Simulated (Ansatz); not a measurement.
This K2Nb2O structure is the end of a relaxation. The cell was found from a structure generator's guess, not taken from experiment.

Level of theory: DFT PBE, scalar-relativistic, plane waves, PAW in Ansatz 0.2.0. Cutoff 420 eV, Γ-centred mesh, Gaussian smearing, no spin polarisation.

```
K Nb O
1.0
     3.53488    0.00000    0.00000
    -1.76744    3.06129    0.00000
     0.00000    0.00000   12.44617
K Nb O
2 2 1
Direct
  0.00000 0.00000 0.32826
  0.00000 0.00000 0.67174
  0.33333 0.66667 0.93036
  0.66667 0.33333 0.06964
  0.00000 0.00000 0.00000
```

The zero of energy is the elements' standard structures at the same level (O₂ as a molecule); no fitted shifts are applied.

(1) Find its symmetry and describe it.

(2) What is its formation energy per atom?

(3) Is it a metal?

## Answers

(1) P-3m1 (No. 164). Conventional cell: a = 3.535 Å, c = 12.446 Å. Around K lie 6 K at 3.53 Å, 3 Nb at 3.81 Å, 1 O at 4.09 Å and 1 K at 4.27 Å; around Nb lie 3 O at 2.22 Å, 3 Nb at 2.68 Å, 6 Nb at 3.53 Å and 3 K at 3.81 Å; O has 6 Nb at 2.22 Å, 6 O at 3.53 Å and 2 K at 4.09 Å.

(2) −0.09 eV/atom. Whether it is stable depends on the other phases of the system, which aren't compared here.

(3) Yes, bands cross the Fermi level on the 12×12×4 mesh.

The last run used a 12×12×4 mesh (in the run's order of axes) for its 5-atom cell and Gaussian smearing of 0.10 eV. The cell is a metal run without spin; a magnetic state may lie lower. A structure relaxed within its symmetry needn't be a true minimum.
